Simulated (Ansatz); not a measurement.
The start is a relaxed Cu2O cell with every coordinate shifted by Gaussian noise of σ = 0.2 Å. Cell shape, volume and atoms are optimised at zero target pressure with PBEsol (plane waves to 420 eV, PAW, scalar-relativistic; Ansatz, a program for electronic structure). The first steps use a coarse 6×6×6 k-mesh.

Initial structure:
```yaml
crystal:
  lattice:
    - [4.22252, 0.00000, 0.00000]
    - [0.00000, 4.22252, 0.00000]
    - [0.00000, 0.00000, 4.22252]
  atoms:
    - { symbol: Cu, position: [0.78222, 0.73061, 0.71022] }
    - { symbol: Cu, position: [0.72123, 0.23061, 0.31589] }
    - { symbol: Cu, position: [0.23032, 0.71451, 0.30523] }
    - { symbol: Cu, position: [0.15037, 0.24546, 0.76504] }
    - { symbol: O, position: [0.02801, 0.03381, 0.98987] }
    - { symbol: O, position: [0.56158, 0.46578, 0.60218] }
```

- Relative to the parent = It relaxes back to the parent, Pn-3m (No. 224)
- Shortest distances (start → end) = The closest pairs of elements (up to four, under 3.6 Å), start → end: Cu–O 1.40 → 1.83 Å; Cu–Cu 2.55 → 2.99 Å; O–O 3.14 → 3.66 Å
- Band gap at the end = 0.56 eV, direct at Γ (no spin-orbit coupling)
- Optimiser moves = 10

Final structure:

```cif
data_Cu4O2
_chemical_formula_sum 'Cu4 O2'
_space_group_name_H-M_alt 'Pn-3m :1'
_space_group_IT_number 224
_space_group_name_Hall 'P 4n 2 3 -1n'
_cell_length_a 4.22251
_cell_length_b 4.22251
_cell_length_c 4.22251
_cell_angle_alpha 90.000
_cell_angle_beta 90.000
_cell_angle_gamma 90.000
loop_
_atom_site_label
_atom_site_type_symbol
_atom_site_symmetry_multiplicity
_atom_site_Wyckoff_symbol
_atom_site_fract_x
_atom_site_fract_y
_atom_site_fract_z
_atom_site_occupancy
Cu1 Cu 4 c 0.75000 0.75000 0.75000 1
O1 O 2 a 0.00000 0.00000 0.00000 1
```

Final values are on a 8×8×8 k-mesh of the relaxed cell. The start holds a very short contact (O–Cu 1.40 Å). No spin polarisation in the result.
